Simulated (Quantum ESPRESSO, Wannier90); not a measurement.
# Tight-binding from DFT: NbPd3 (I4/mmm)

Materials Project entry mp-1135; symmetrised, unrelaxed at this level. COD (Crystallography Open Database) has the formula in 2 space groups, this one among them (matched by group alone). Level: PBEsol, no spin polarisation, no spin-orbit coupling; pw.x of Quantum ESPRESSO at 66 Ry with PseudoDojo potentials, 4×4×4 k-points, Wannier90. Density: 12×12×12 mesh, cold smearing 0.01 Ry.

```
begin unit_cell_cart
ang
    3.9165400000    0.0000000000    0.0000000000
    0.0000000000    3.9165400000    0.0000000000
   -1.9582700000   -1.9582700000    4.0180300000
end unit_cell_cart
mp_grid = 4 4 4
```

Which shells of neighbouring k-points and which b-vectors and weights does Wannier90 pick for this cell and mesh?


```
 *---------------------------------- K-MESH ----------------------------------*
 +----------------------------------------------------------------------------+
 |                    Distance to Nearest-Neighbour Shells                    |
 |                    ------------------------------------                    |
 |          Shell             Distance (Ang^-1)          Multiplicity         |
 |          -----             -----------------          ------------         |
 |             1                   0.390937                      2            |
 |             2                   0.446165                      8            |
 |             3                   0.567195                      4            |
 |             4                   0.688870                      8            |
 |             5                   0.710441                      8            |
 |             6                   0.781874                      2            |
 |             7                   0.802135                      4            |
 |             8                   0.892329                      8            |
       ... (lines left out)
 +----------------------------------------------------------------------------+
 | The b-vectors are chosen automatically                                     |
 | The following shells are used:                       1,  2                 |
 +----------------------------------------------------------------------------+
 |                        Shell   # Nearest-Neighbours                        |
 |                        -----   --------------------                        |
 |                          1               2                                 |
 |                          2               8                                 |
 +----------------------------------------------------------------------------+
 | Completeness relation is fully satisfied [Eq. (B1), PRB 56, 12847 (1997)]  |
 +----------------------------------------------------------------------------+
 |                  b_k Vectors (Ang^-1) and Weights (Ang^2)                  |
 |                  ----------------------------------------                  |
 |            No.         b_k(x)      b_k(y)      b_k(z)        w_b           |
 |            ---        --------------------------------     --------        |
 |             1         0.000000    0.000000    0.390937     1.717378        |
 |             2         0.000000    0.000000   -0.390937     1.717378        |
 |             3         0.000000    0.401067    0.195468     1.554195        |
 |             4         0.401067    0.000000    0.195468     1.554195        |
 |             5         0.000000    0.401067   -0.195468     1.554195        |
 |             6         0.401067    0.000000   -0.195468     1.554195        |
 |             7         0.000000   -0.401067   -0.195468     1.554195        |
 |             8         0.000000   -0.401067    0.195468     1.554195        |
 |             9        -0.401067    0.000000   -0.195468     1.554195        |
 |            10        -0.401067    0.000000    0.195468     1.554195        |
```
